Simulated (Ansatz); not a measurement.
Here is the system:

In$_{2}$Bi:
```
In2Bi
1.0
    5.41201     0.00000     0.00000
   -2.70600     4.68694     0.00000
    0.00000     0.00000     6.37144
In Bi
4 2
Direct
  0.00000   0.00000   0.00000
  0.00000   0.00000   0.50000
  0.66667   0.33333   0.25000
  0.33333   0.66667   0.75000
  0.66667   0.33333   0.75000
  0.33333   0.66667   0.25000
```

This is the LDA-relaxed structure.

### Question
All from LDA in the plane-wave PAW code Ansatz, unless another level is named. Estimate the Poisson's ratio.

### Answer
0.42.

### Question
And the highest zone-centre frequency?

### Answer
102 cm^-1.

Space group P6_3/mmc. The workflow started from a Materials Project entry (that database holds measured and hypothetical structures alike); the Crystallography Open Database files this formula in space group No. 194, but the cells were not matched. Whether it is the stable phase at ambient conditions was not checked. The cell was relaxed with LDA under the symmetry of its start; of distortions, only those at the zone centre were tested. As this level gives no gap, phonon frequencies hold no LO–TO term and depend on the k-mesh and smearing (Fermi–Dirac, 0.1 eV here). Spin–orbit coupling is left out wherever it is not named.

Potentials: the later of the program's two PAW sets.
